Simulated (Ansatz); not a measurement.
**Sensitivity of the gradients in Ti₃Al to the input**

Cell: a structure deposited in the COD (the entry's cell lengths or inner coordinates differ somewhat from later room-temperature determinations).

Space group P6_3/mmc (No. 194); a = 5.7640, c = 4.6640 Å, γ = 120.00°.

| site | Wyckoff | site symmetry | x | y | z |
| --- | --- | --- | --- | --- | --- |
| Ti | 6h | mm2 | 0.8333 | 0.1667 | 0.2500 |
| Al | 2c | -6m2 | 0.3333 | 0.6667 | 0.2500 |

One atom of each set is listed.

Reference run. Computed with Ansatz: DFT, PBE, plane waves and PAW, scalar-relativistic, 420 eV cutoff, Γ-centred 7×7×7 k-points, Fermi–Dirac smearing 0.05 eV.

Problem. The input is changed as follows: `magnetization`: not typed → {spin_polarized: true}; `scf.algorithm`: not typed → density_mixing. What happens to V_zz (10²¹ V/m²) and η?

Solution. 

```json
{"site": "Ti", "V_zz reference": "-1.48", "η reference": "0.04", "V_zz changed": "-1.48", "η changed": "0.05"}
{"site": "Al", "V_zz reference": "0.23", "η reference": "0.00", "V_zz changed": "0.23", "η changed": "0.00"}
```

No V_zz moves by more than 0.01. SCF iterations: 7 and 11. New warnings: seeded moment not kept.

On the reference run: The largest force is 0.3 eV/Å, so the atoms aren't at the calculated equilibrium and relaxing them would move these values. With no gap above 0.1 eV, as in a metal, the gradients converge slowly in k; expect changes of a tenth or more on a denser mesh.
